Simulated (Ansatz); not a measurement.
## Squeezing TlIn

```
CELL_PARAMETERS angstrom
1.70640 0.98519 5.57543
-1.70640 0.98519 5.57543
0.00000 -1.97038 5.57543
ATOMIC_POSITIONS crystal
Tl 0.50000 0.50000 0.50000
In 0.00000 0.00000 0.00000
```

The base volume is that of a database entry, so it needn't be at zero pressure; the structure needn't be the stable phase, at rest or compressed.

Its volume is scaled at fixed shape and fractional positions.

Computed with Ansatz 0.2.0; functional LDA, scalar-relativistic. Settings: a Γ-centred 12×12×12 k mesh, Fermi–Dirac smearing of 0.05 eV, no spin polarisation. Methods: LAPW: all electrons, basis error target 1 meV/atom; PAW: frozen-core files, cutoff 420 eV; crystal datasets: all electrons, by PAW datasets that the program makes for each cell.

Energies are extrapolated to zero smearing and count from the unscaled cell; pressure is positive in compression; gaps take the mesh and a band path. No temperature or zero-point motion is included.

Spin–orbit coupling is left out, which matters for the heavy atoms. The PAW files were made under PBE.

```tsv
V/V0	V (Å³/atom)	P LAPW (GPa)	ΔE LAPW (eV/atom)	P PAW − LAPW (GPa)	ΔE PAW − LAPW (meV/atom)
1.00	28.12	-3.08	0.000	-0.01	0.0
0.85	23.90	4.70	0.004	-0.01	-0.2
0.65	18.28	40.7	?	-0.03	-1.2
0.40	11.25	348.1	?	0.71	5.7
```

Q: Fill in "ΔE LAPW (eV/atom)" for the row "0.65".

A: 0.656.

Q: Fill in "ΔE LAPW (eV/atom)" for the row "0.40".

A: 6.803.

Q: At the smallest volume, how far do crystal datasets lie from LAPW in pressure?

A: crystal datasets: 0.00 GPa, on a LAPW pressure of 348.1 GPa.

Q: How do the Löwdin populations by LAPW change from the unscaled cell to the last row?

A: Tl 5s 1.99 → 1.94, Tl 6s 1.54 → 1.19, Tl 5p 5.99 → 5.95, Tl 6p 1.56 → 2.11, Tl 5d 9.97 → 9.86, In 4s 1.99 → 1.93, In 5s 1.39 → 0.96, In 4p 5.99 → 5.96, In 5p 1.58 → 2.12, In 4d 9.99 → 9.93 electrons an atom. These are projections on the shells that the free atoms fill; 0.02 e a cell lies outside them at the start and 0.07 e at the end.
